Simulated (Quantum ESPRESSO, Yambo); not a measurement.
G0W0 results for SrAlSiH at -0.7 % isotropic strain

```cif
data_HAlSiSr
_chemical_formula_sum 'H1 Al1 Si1 Sr1'
_space_group_name_H-M_alt 'P3m1'
_space_group_IT_number 156
_space_group_name_Hall 'P 3 -2"'
_cell_length_a 4.17748
_cell_length_b 4.17748
_cell_length_c 4.75213
_cell_angle_alpha 90.000
_cell_angle_beta 90.000
_cell_angle_gamma 120.000
loop_
_atom_site_label
_atom_site_type_symbol
_atom_site_symmetry_multiplicity
_atom_site_Wyckoff_symbol
_atom_site_fract_x
_atom_site_fract_y
_atom_site_fract_z
_atom_site_occupancy
H1 H 1 a 0.00000 0.00000 0.09597 1
Al1 Al 1 a 0.00000 0.00000 0.46650 1
Si1 Si 1 c 0.66667 0.33333 0.55450 1
Sr1 Sr 1 b 0.33333 0.66667 0.00603 1
```

The PBEsol cell relaxed from Materials Project entry mp-570485 was given an isotropic strain of -0.7 % on all lattice vectors, and the atoms were relaxed again.

Starting point: PBEsol (Quantum ESPRESSO, PseudoDojo norm-conserving, 72 Ry, scalar-relativistic). G0W0 in Yambo: 3×3×2 Γ-centred k mesh, 136 bands and a 8 Ry block in the screening, 136 bands in G with the Bruneval-Gonze terminator, plasmon pole fitted at 27.2 eV.

PBEsol gap along the band path: 0.41 eV
PBEsol gap between the mesh's edge points (A → K): 0.78 eV
G0W0 gap between the same points: 1.37 eV
PBEsol smallest direct gap on the mesh (at A): 1.50 eV
G0W0 direct gap at that point: 2.20 eV
estimate of the fundamental G0W0 gap (path gap plus the correction; the mesh misses a band edge): 1.00 eV

| k point | band | E PBEsol (eV) | E QP (eV) | shift (eV) | Z |
|---|---|---|---|---|---|
| Γ | VB | -0.93 | -1.55 | -0.62 | 0.77 |
| Γ | CB | 1.38 | 1.32 | -0.06 | 0.78 |
| A | VB | 0.00 | -0.59 | -0.59 | 0.77 |
| A | CB | 1.50 | 1.61 | 0.11 | 0.79 |
| K | VB | -0.84 | -1.33 | -0.49 | 0.77 |
| K | CB | 0.78 | 0.79 | 0.01 | 0.79 |

Energies count from the PBEsol valence-band maximum.

Convergence of the G0W0 settings was not tested. The k mesh is coarse.

The structure is a Materials Project entry; no match was found in the copy of COD used, and its stability was not checked.
